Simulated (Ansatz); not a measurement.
**hcp against bcc along group 15**

Level of theory: DFT, BLYP, plane waves (420 eV) with PAW, scalar-relativistic (Ansatz 0.2.0). The PAW files were generated under PBE, with cores re-solved for the functional.

Each structure is relaxed within its symmetry, in the lowest magnetic state of the tried starts. Differences under about 8 meV lie within the error of the k-point mesh.

| element | E(hcp) − E(bcc) (meV/atom) | V(hcp) (Å³/atom) | V(bcc) (Å³/atom) | state of hcp | state of bcc |
| --- | --- | --- | --- | --- | --- |
| As | 49 | 21.46 | 21.08 | spin not included | spin not included |
| Sb | 47 | 30.27 | 29.94 | spin not included | spin not included |
| Bi | ? | ? | ? | ? | ? |

(1) Fill in the row of Bi.

Answers

(1) E(hcp) − E(bcc) (meV/atom): 12; V(hcp) (Å³/atom): 34.29; V(bcc) (Å³/atom): 34.36; state of hcp: spin not included; state of bcc: spin not included.
